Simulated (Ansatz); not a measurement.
KMgF3:
```
CELL_PARAMETERS angstrom
      3.98071     0.00000     0.00000
      0.00000     3.98071     0.00000
      0.00000     0.00000     3.98071
ATOMIC_POSITIONS crystal
  K  0.50000 0.50000 0.50000
  Mg 0.00000 0.00000 0.00000
  F  0.50000 0.00000 0.00000
  F  0.00000 0.50000 0.00000
  F  0.00000 0.00000 0.50000
```

Tensor components refer to the Cartesian frame of this cell.

Problem. Give the high-frequency dielectric tensor and the Born effective charge tensors of the independent atoms from DFPT, r²SCAN in the plane-wave PAW code Ansatz.

Solution. 
ε∞:
```
2.03  0.00  0.00
0.00  2.03  0.00
0.00  0.00  2.03
```
Z* of atom 1 (K), rows: field, columns: displacement, in e:
```
1.18  0.00  0.00
0.00  1.18  0.00
0.00  0.00  1.18
```
Z* of atom 2 (Mg), rows: field, columns: displacement, in e:
```
2.01  0.00  0.00
0.00  2.01  0.00
0.00  0.00  2.01
```
Z* of atom 3 (F), rows: field, columns: displacement, in e:
```
-1.26   0.00   0.00
 0.00  -0.96   0.00
 0.00   0.00  -0.96
```

Static charges for comparison (Bader): K1 +0.89, Mg2 +1.79, F3 -0.89 e. Born charges measure polarisation by displacement and can exceed these by far.

Space group Pm-3m (cubic perovskite). The cell was relaxed with r²SCAN under the symmetry of its start.

Potentials: the later of the program's two PAW sets.
